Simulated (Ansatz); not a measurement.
Consider the following.

CsSnI$_{3}$ (cubic perovskite)

```
CsSnI3
1.0
    6.27175     0.00000     0.00000
    0.00000     6.27175     0.00000
    0.00000     0.00000     6.27175
Cs Sn I
1 1 3
Direct
  0.00000   0.00000   0.00000
  0.50000   0.50000   0.50000
  0.00000   0.50000   0.50000
  0.50000   0.50000   0.00000
  0.50000   0.00000   0.50000
```

Scan: atom 2 (Sn, nearest neighbour I at 3.136 Å; its periodic images, 6.3 Å or more away, move with it) is displaced along Cartesian z, direction (0.000, 0.000, 1.000) in Cartesian axes, by s. The other atoms stay.

Level of theory: PBE (plane waves to 420 eV, PAW, scalar-relativistic; Ansatz, a program for electronic structure). k mesh 5×5×5 (Γ-centred), Fermi-Dirac smearing 0.05 eV. The energy includes the smearing's −TS. CsSnI3 was relaxed with its symmetry unable to fall. Spin-orbit coupling is left out, though I is heavy. This is a high-temperature form of CsSnI3. The zero of ΔE is the undisplaced structure.

The scan covers s from -0.940 to 0.940 Å in 11 points.

Question: Is the energy the same for equal positive and negative displacements?

Answer: Even: the same for both signs. With its periodic images moving along, the atom's site symmetry in this cell is m-3m.

Question: What is the energy change at s = 0.940 Å?

Answer: 3283 meV/cell.

Question: What force acts on the atom along the line at s = -0.940 Å?

Answer: 14.1 eV/Å.

(For displaced atoms, the force is minus the slope of the energy, and its curvature is a force constant, which sets phonon frequencies.)
